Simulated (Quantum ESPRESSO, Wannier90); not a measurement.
**Wannierisation of HfO$_{2}$ (P4₂/nmc)**

```xyz
6
Lattice="3.5580 0.0000 0.0000 0.0000 3.5580 0.0000 0.0000 0.0000 5.1719" Properties=species:S:1:pos:R:3 pbc="T T T"
Hf     1.7790     1.7790     2.5859
Hf     0.0000     0.0000     0.0000
O      0.0000     1.7790    -1.5660
O      0.0000     1.7790     1.0199
O      1.7790     0.0000    -1.0199
O      1.7790     0.0000     1.5660
```

Cell from Materials Project (mp-1018721), symmetrised, no further relaxation. Not found in the COD (Crystallography Open Database) copy used, which has the formula in other groups; not checked further. Method: PBEsol plane waves in Quantum ESPRESSO 7.5 (PseudoDojo norm-conserving files, 68 Ry, spinors with spin-orbit coupling), Bloch states on a 6×6×4 mesh through Γ, Wannier90 4.0.1. Density: 10×10×6 mesh, cold smearing 0.01 Ry.

A tight-binding model is made by disentanglement and projection with no localisation steps (num_iter = 0), so the 44 orbitals stay atom-like: hydrogen-like Hf: d; O: p, axes along x, y, z; frozen window up to 6.19 eV relative to the valence-band maximum. It follows pw.x to 0.8 meV rms for states up to 5.7 eV relative to the valence-band maximum. Matrix elements depend on this choice of orbitals and windows.

The 20 largest hoppings ⟨m,0|H|n,R⟩ between different sites (one of each Hermitian pair; signs follow the real orbitals' lobes; the list may end inside a set of equal values):

| m | n | R | distance of the centres (Å) | t (eV) | Im t (eV) |
|---|---|---|---|---|---|
| O4 py↑ | Hf2 dyz↑ | 0 0 0 | 2.08 | 2.222 | 0.000 |
| O4 py↓ | Hf2 dyz↓ | 0 0 0 | 2.08 | 2.222 | 0.000 |
| O5 px↑ | Hf2 dxz↑ | 0 0 0 | 2.08 | -2.222 | 0.000 |
| O5 px↓ | Hf2 dxz↓ | 0 0 0 | 2.08 | -2.222 | 0.000 |
| O6 py↑ | Hf1 dyz↑ | 0 0 0 | 2.08 | -2.222 | 0.000 |
| O6 py↓ | Hf1 dyz↓ | 0 0 0 | 2.08 | -2.222 | 0.000 |
| Hf1 dxz↑ | O3 px↑ | 0 0 1 | 2.08 | 2.222 | 0.000 |
| Hf1 dxz↓ | O3 px↓ | 0 0 1 | 2.08 | 2.222 | 0.000 |
| Hf1 dyz↑ | O6 py↑ | 0 1 0 | 2.08 | -2.222 | 0.000 |
| Hf1 dyz↓ | O6 py↓ | 0 1 0 | 2.08 | -2.222 | 0.000 |
| O4 py↑ | Hf2 dyz↑ | 0 1 0 | 2.08 | 2.222 | 0.000 |
| O4 py↓ | Hf2 dyz↓ | 0 1 0 | 2.08 | 2.222 | 0.000 |
| O5 px↑ | Hf2 dxz↑ | 1 0 0 | 2.08 | -2.222 | 0.000 |
| O5 px↓ | Hf2 dxz↓ | 1 0 0 | 2.08 | -2.222 | 0.000 |
| Hf1 dxz↑ | O3 px↑ | 1 0 1 | 2.08 | 2.222 | 0.000 |
| Hf1 dxz↓ | O3 px↓ | 1 0 1 | 2.08 | 2.222 | 0.000 |
| O4 pz↑ | Hf2 dx2-y2↑ | 0 0 0 | 2.06 | -1.433 | 0.000 |
| O4 pz↓ | Hf2 dx2-y2↓ | 0 0 0 | 2.06 | -1.433 | 0.000 |
| O5 pz↑ | Hf2 dx2-y2↑ | 0 0 0 | 2.06 | -1.433 | 0.000 |
| O5 pz↓ | Hf2 dx2-y2↓ | 0 0 0 | 2.06 | -1.433 | 0.000 |
